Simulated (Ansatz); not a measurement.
K$_{2}$NbHgF$_{6}$: what symmetry allows forces and stress to be

```
K Nb Hg F
1.0
     0.00000    5.10587    5.10587
     4.74690   -0.08518    5.19104
     4.84609    5.29023   -0.18437
K Nb Hg F
2 1 1 6
Direct
  0.24471 0.26656 0.24868
  0.75995 0.73344 0.75132
  0.00531 0.00000 0.00000
  0.49475 0.50000 0.50000
  0.20283 0.20329 0.79956
  0.20131 0.80413 0.79377
  0.79899 0.78689 0.20138
  0.20568 0.79671 0.20044
  0.78726 0.21311 0.79862
  0.79921 0.19587 0.20623
```

Theory: DFT PBE, scalar-relativistic, plane waves, PAW (Ansatz 0.2.0).

Settings: cutoff 420 eV, Γ-centred mesh 6×6×6 on the computed 10-atom cell, Gaussian smearing of 0.10 eV; collinear spin from starting moments 0 0 1 0 0 0 0 0 0 0 μB.

This distorted cell has space group C2, with 2 operations that respect the starting moments. Operations that also reverse all spins aren't counted, and can restrict forces and stress further.

Q: Without a calculation: in which directions can each atom feel a force?

A: A force must be left unchanged by every operation that keeps its atom in place, so it lies in the space that those operations leave fixed. Atoms that the group maps onto each other feel forces of one size.
```csv
atom,site symmetry,operations at the site,equivalent to atom,allowed force (Cartesian)
K1,1,1,1,any direction
K2,1,1,1,any direction
Nb3,2,2,3,"along (0.00, 0.71, 0.71)"
Hg4,2,2,4,"along (0.00, 0.71, 0.71)"
F5,1,1,5,any direction
F6,1,1,6,any direction
F7,1,1,7,any direction
F8,1,1,5,any direction
F9,1,1,7,any direction
F10,1,1,6,any direction
```

That leaves 14 independent force components of 30, tied by 1 condition that the forces sum to zero, so 13 remain. A relaxation in this cell that keeps the symmetry moves the atoms in these directions alone.

Q: And the stress tensor?

A: It must be invariant under the point group, which leaves 4 independent components: yy = zz. Further linear relations between components hold in this frame.

Q: Do the computed values obey this?

A: Yes. Forces (eV/Å):
```
K1  -0.001 -0.010  0.030
K2   0.001  0.030 -0.010
Nb3  0.000 -0.508 -0.508
Hg4  0.000  0.008  0.008
F5   0.098  0.103 -1.285
F6   0.437  0.056 -0.053
F7  -0.067  0.000  1.658
F8  -0.098 -1.285  0.103
F9   0.067  1.658  0.000
F10 -0.437 -0.053  0.056
```

Stress (GPa, compression positive, xx yy zz yz xz xy): -0.82 -4.79 -4.79 0.30 0.04 -0.04. The program imposes the same operations on density, forces and stress, so this confirms the analysis and is no independent test of the calculation.

Spin-orbit coupling is left out, which matters for the bands of heavy elements.